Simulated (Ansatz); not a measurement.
Ansatz (a first-principles code) input:

Ansatz 0.2 input:
```yaml
crystal:
  lattice:
    - [2.1088046321, 1.217518922, 7.0154923918]
    - [-2.1088046321, 1.217518922, 7.0154923918]
    - [0.0, -2.435037844, 7.0154923918]
  atoms:
    - { symbol: Zn, position: [0.3697034412, 0.3697034412, 0.3697034412] }
    - { symbol: Cd, position: [0.8824763247, 0.8824763247, 0.8824763247] }
    - { symbol: Te, position: [0.4926265838, 0.4926265838, 0.4926265838] }
    - { symbol: Se, position: [0.0052136504, 0.0052136504, 0.0052136504] }
kpoints:
  mp_grid: { grid: [11, 11, 11] }
hamiltonian:
  xc: lda
  pseudopotentials: { kind: paw }
scf:
  occupations: { method: fermi_dirac, width: 0.1 }
phonons:
  method: dfpt
  response_accuracy: low
  eigenvectors: true
  rigid_motions: translations
```

Output (shortened):

```
Pseudopotential: Zn, paw, valence charge 12
Pseudopotential: Cd, paw, valence charge 20
Pseudopotential: Te, paw, valence charge 16
Pseudopotential: Se, paw, valence charge 16
Functional definition: SPW92
Crystal: 4 atoms, lattice volume = 108.074 Å³
Basis set: ecut = 420 eV, 2111 PW (Γ), exchange–correlation on 100×100×100 points (8 copies of the dense FFT grid, shifted against one another)
Bands: 39, of which v1, the nominal top of the filled ones, is band 32 counted from 1 (31 counted from 0)
Symmetry: 6 space group operations
k-points: 366 of 1331 (irreducible under 2 space group operations, time reversal used)
SCF iter   1: F=—  HF=-23576.270517 eV  |F-HF|=—  |Δ(HF+E_count)|=         —  Δρ=6.03e-3  dr2=2.64e-2  ethr=1.77e-3  ⟨swp⟩=7.1  Hψ=57933  notcnv=0  defer=9
preconditioner: auto → Resta (q_TF=auto, 2.500 Å⁻¹)
SCF iter   2: F=—  HF=-23576.262909 eV  |F-HF|=—  |Δ(HF+E_count)|=   7.61e-3  Δρ=2.57e-3  dr2=5.54e-3  ethr=4.13e-5  ⟨swp⟩=2.4  Hψ=27518  notcnv=0  defer=10
SCF iter   3: F=—  HF=-23576.261977 eV  |F-HF|=—  |Δ(HF+E_count)|=   9.32e-4  Δρ=1.19e-3  dr2=9.22e-4  ethr=8.66e-6  ⟨swp⟩=2.0  Hψ=17788  notcnv=0  defer=10
SCF iter   4: F=—  HF=-23576.261839 eV  |F-HF|=—  |Δ(HF+E_count)|=   1.38e-4  Δρ=4.60e-4  dr2=1.84e-4  ethr=1.44e-6  ⟨swp⟩=2.0  Hψ=17722  notcnv=0  defer=12
SCF iter   5: F=—  HF=-23576.261781 eV  |F-HF|=—  |Δ(HF+E_count)|=   5.81e-5  Δρ=1.29e-4  dr2=2.44e-5  ethr=2.88e-7  ⟨swp⟩=2.0  Hψ=17547  notcnv=0  defer=10
SCF iter   6: F=—  HF=-23576.261783 eV  |F-HF|=—  |Δ(HF+E_count)|=   2.66e-6  Δρ=4.29e-5  dr2=2.80e-6  ethr=3.82e-8  ⟨swp⟩=1.8  Hψ=16796  notcnv=0  defer=10
SCF iter   7: F=—  HF=-23576.261720 eV  |F-HF|=—  |Δ(HF+E_count)|=   6.37e-5  Δρ=9.53e-6  dr2=1.54e-7  ethr=4.37e-9  ⟨swp⟩=2.1  Hψ=16430  notcnv=0  defer=10
SCF iter   8: F=—  HF=-23576.261720 eV  |F-HF|=—  |Δ(HF+E_count)|=   5.48e-8  Δρ=2.43e-6  dr2=9.09e-9  ethr=2.40e-10  ⟨swp⟩=2.0  Hψ=24123  notcnv=0  defer=10
SCF iter  12: F=-23576.261720 eV  HF=-23576.261720 eV  |F-HF|=3.64e-12  |Δ(HF+E_count)|=  7.28e-12  Δρ=8.52e-8  dr2=5.69e-12  ethr=1.00e-12  ⟨swp⟩=10.4  Hψ=74641  notcnv=0
SCF 1 converged in 12 iterations: F = -23576.261720 eV  dr2 = 5.69e-12
DFPT response loops at Γ: preconditioner auto → Kerker (q_TF=auto, 2.500 Å⁻¹) (partly filled bands, converged f_vac=0.128) …
the response loops of the zone centre start from zero, take more passes and end by a threshold …
SCF converged after 12 iterations
Free energy (F): -23576.261720 eV
Harris-Foulkes:  -23576.261720 eV  (|F-HF|=3.64e-12)
Internal energy: -23576.258891 eV  (E = F + TS)
E sigma→0 (E₀):  -23576.260306 eV
Entropy (-TS):   -0.002828 eV (-0.707 meV/atom)
Fermi energy:    8.248841 eV
--- Per-component energies (eV) ---
  E_band       = -1154.976092
  E_kinetic    = 939.094997
  E_local      = -9648.642691  (includes V_loc(G=0)·N_el)
  E_nonlocal   = -235.646459
  E_hartree    = 4689.499781
  E_xc         = -538.766878
  E_vxc        = -478.729038  (∫ρ·V_xc dr)
  E_paw        = -12041.590869  (= ΣΔE_a)
  E_vpaw       = -1110.051470  (= ΣTr[D̂ρ^β])
  E_aug_tail   = -0.001135  (compensation charges beyond the density's cutoff)
  E_ewald      = -6745.425372
  E_core_change = 5.219734  (= ΣΔE_core)
  E_smearing   = -0.002828  (= −TS)
  E_closure    =  0.000000  (closes the sum)
  Σ components = -23576.261720   (vs F -23576.261720, Δ=0.00e0)
  [band-id]    e_kinetic+e_local+e_nonlocal+2·e_hartree+e_vxc+e_vpaw+e_augmentation_tail = -1154.976234   (vs E_band -1154.976092, Δ=-1.43e-4)
--- Band table (eV; the first three rows and the last of 366) ---
  k-point 0: bands = ["-94.1992", "-55.3473", "-55.3473", "-55.3374", "-39.9602", "-39.9602", "-39.9462", "-39.9462", "-39.9461", "-28.1972", "-28.1821", "-28.1821", "-28.1473", "-28.1473", "-5.6312", "-3.6414", "-0.6221", "-0.6221", "-0.4902", "-0.3598", …
  k-point 1: bands = ["-94.1992", "-55.3474", "-55.3474", "-55.3374", "-39.9602", "-39.9602", "-39.9462", "-39.9462", "-39.9461", "-28.1971", "-28.1822", "-28.1821", "-28.1472", "-28.1471", "-5.5993", "-3.6127", "-0.6136", "-0.6091", "-0.4814", "-0.3624", …
  k-point 2: bands = ["-94.1992", "-55.3474", "-55.3474", "-55.3374", "-39.9602", "-39.9601", "-39.9463", "-39.9462", "-39.9461", "-28.1969", "-28.1823", "-28.1821", "-28.1472", "-28.1467", "-5.5116", "-3.5354", "-0.5925", "-0.5725", "-0.4547", "-0.3647", …
  k-point 365: bands = ["-94.1992", "-55.3474", "-55.3474", "-55.3374", "-39.9602", "-39.9602", "-39.9462", "-39.9462", "-39.9461", "-28.1971", "-28.1822", "-28.1821", "-28.1472", "-28.1471", "-5.5623", "-3.6845", "-0.6120", "-0.6054", "-0.5823", "-0.3612", …
--- Phonons (Γ-DFPT): 8 representative perturbations + reference, on 366 of 1331 k-points (Σ response iterations 73) ---
  ASR residual: 1.315e-3 → 0.000e0 eV/Å²; symmetrization residual: 1.086e-3 eV/Å²
  ASR residual per site (eV/Å²): 7.53e-4 6.75e-4 6.46e-4 1.32e-3
  Γ frequencies (cm⁻¹): 0.00 0.00 0.00 35.09 35.09 139.35 161.86 161.86 168.25 168.25 183.32 190.67
  non-analytic LO–TO correction: not included (Born effective charges unavailable; polar crystals: no LO–TO splitting at Γ)
```

Cost: about 70 core-minutes (a rough figure) on shared cores.

Space group R3m. The workflow started from a Materials Project entry (that database holds measured and hypothetical structures alike); the Crystallography Open Database copy checked does not list it. Its standing as an ambient phase is unchecked. The cell was relaxed with LDA under the symmetry of its start; of distortions, only those at the zone centre were tested. As this level gives no gap, phonon frequencies hold no LO–TO term and depend on the k-mesh and smearing (Fermi–Dirac, 0.1 eV here). Spin–orbit coupling is left out wherever it is not named.

Potentials: the later of the program's two PAW sets.

Ansatz is a plane-wave DFT program.
